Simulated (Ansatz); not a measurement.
Single point in Ansatz 0.2.0 with PBE, no spin polarisation. Cutoff 420 eV, PAW datasets, 8×8×11 Γ-centred k mesh, fermi-dirac filling (width 0.1 eV).

Computed maps in the lattice plane spanned by a (left to right, 5.02 Å, 15 points from zero) and b (bottom to top, 5.02 Å, 15 points from zero), 60° apart, at height 0.000 along c. The fields are smooth PAW ones with compensation charges, not the true ones near nuclei.

Valence density. Digits on a logarithmic scale: 0 up to 0.03 e/Å³, each further digit a factor of 1.6, 9 from 1.3 e/Å³ up:
```
999854555554589
999855566665558
788755567776555
455544567777654
445544567757765
555555556777765
556666555677765
556777655566665
556777765555555
456775776544554
445677776544555
755567776555788
985556666555899
998545555545899
999744555544799
```

ELF. Ten even steps from '0' (0.00) to '9' (0.80):
```
669613566653169
999613788887316
366313797679731
111113796116973
333333587101785
557775568611686
568998656876786
568767865689986
568611686557775
358710178533333
137961169731111
313797679731366
961378888731699
696135666531696
069313555531396
```

Task: The cell is ZrV3B2. Which atoms lie within 0.2 Å of this plane, and where (fractions of a and b)?

Result: B at (0.33, 0.33), B at (0.67, 0.67), Zr at (0.00, 0.00). The whole cell:
```
B V Zr
1.0
     2.50841    4.34468    0.00000
    -2.50841    4.34468    0.00000
     0.00000    0.00000    3.14691
B V Zr
2 3 1
Direct
  0.33330 0.33340 0.00000
  0.66660 0.66670 0.00000
  0.50000 0.50000 0.50000
  0.50000 0.00000 0.50000
  0.00000 0.50000 0.50000
  0.00000 0.00000 0.00000
```

Origin: a known structure type with other elements, at an estimated volume, so it need not be a known compound. Caveats: no spin polarisation, so a magnetic state may lie lower; atoms or cell far from equilibrium.
